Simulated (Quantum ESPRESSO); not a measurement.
# Strain and stress in Al3MgIn3GeP6As2

Calculated results; nothing here was measured. They come from pw.x of Quantum ESPRESSO 7.5, a plane-wave density functional program, with PseudoDojo standard norm-conserving files (v0.5 for PBE, v0.4.1 for LDA and PBEsol). The cells are made up: elements, strain and atom displacements were drawn at random, and nothing was relaxed. There is no spin polarisation, spin-orbit coupling or dispersion term.

The cell has 16 sites of a zincblende or diamond lattice (two cubes along c). Sites 1 to 8 hold Al Mg In Al In Ge In Al; sites 9 to 16 hold P P P As P As P P. Cell vectors in Å: (5.737, -0.017, -0.058); (-0.016, 5.667, 0.004); (-0.115, 0.009, 11.588). Settings: PBE, cutoff 1143 eV, 4 x 4 x 2 k mesh shifted by half a step, Fermi-Dirac smearing of 0.025 eV.

Each run adds a shear xy (given as the tensor component) to one cell, with the atoms carried along; the vectors above are those of run 4. Stress is positive in tension and P is minus a third of its trace. E is the free energy for each atom above the lowest run shown.

```
run,strain (%),s_xx (GPa),s_yy (GPa),s_zz (GPa),s_xy (GPa),P (GPa),E (meV/atom)
1,-2.13,-2.92,-3.86,-2.74,-2.00,3.17,4.02
2,-1.74,-2.87,-3.82,-2.71,-1.43,3.13,2.02
4,-0.47,-2.78,-3.74,-2.68,0.43,3.07,0.00
5,0.62,-2.82,-3.79,-2.74,2.03,3.12,3.96
6,1.37,-2.91,-3.89,-2.82,3.12,3.21,9.71
7,1.57,-2.94,-3.92,-2.85,3.42,3.24,11.66
3,-0.92,?,?,?,?,?,?
```

A rerun of one of these cells at 1437 eV and k mesh 6 x 6 x 4 moved values by no more than 0.015 eV in the cell's energy, 0.02 GPa in stress and 0.004 eV/Å in force.

## Worked fit

A parabola through the six runs shown gives s_xy = 1.12 + 1.46 e + 0.000 e² GPa, with e in per cent and a scatter of 0.01 GPa. The slope is a stiffness of 146 ± 1 GPa for each unit of this strain at e = 0, twice a shear constant under the stress shown, since the tensor component is half the shear angle. The atoms are clamped, and relaxing them would in general lower it. The error is the larger of the fit's own and the change that a cubic makes, rounded up.

## Withheld run

Question: what s_xy should run 3 give?

The fit gives -0.22 GPa. The calculation gave -0.23 GPa.

```
run  strain (%)  s_xx (GPa)  s_yy (GPa)  s_zz (GPa)  s_xy (GPa)  P (GPa)  E (meV/atom)
  3       -0.92       -2.80       -3.76       -2.68       -0.23     3.08         -0.10
```